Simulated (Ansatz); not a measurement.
SiGe (wurtzite, P6_3mc), plane-wave PAW LDA (Ansatz code). The conduction-band minimum lies at M, with 3 equivalent valleys. Second derivatives d²E/dk² of the lowest band at one valley (eV·Å²), along Cartesian directions:

```json
[
 {"direction": "[100]", "d²E/dk²": "71.16"},
 {"direction": "[010]", "d²E/dk²": "6.575"},
 {"direction": "[001]", "d²E/dk²": "6.577"},
 {"direction": "[110]", "d²E/dk²": "38.89"},
 {"direction": "[101]", "d²E/dk²": "38.90"},
 {"direction": "[011]", "d²E/dk²": "6.574"}
]
```

Q: Find the principal effective masses, the density-of-states mass and the conductivity mass.

A: Off-diagonal terms follow from H_xy = H[110] − (H_xx + H_yy)/2, and m*/mₑ = 7.620 eV·Å² over each eigenvalue: 0.11, 1.2, 1.2. One valley's DOS mass (m₁m₂m₃)^(1/3) = 0.52, conductivity mass 3/(Σ 1/mᵢ) = 0.27 mₑ.

Q: What effective density of states Nc follows at 300 K for parabolic valleys?

A: Nc = 2.509e19 × 3 × (0.52)^(3/2) ≈ 2.8e19 cm⁻³.

The first step of the workflow began from a Materials Project structure, measured or hypothetical; the Crystallography Open Database copy checked does not list it. Its standing as an ambient phase is unchecked. The cell was relaxed with LDA under the symmetry of its start; of distortions, only those at the zone centre were tested. Scalar-relativistic: spin–orbit coupling is off unless named, which matters more the heavier the elements.

Potentials: the later of the program's two PAW sets.

Edges and masses are those of Kohn–Sham bands, whose gap is no quasiparticle gap.
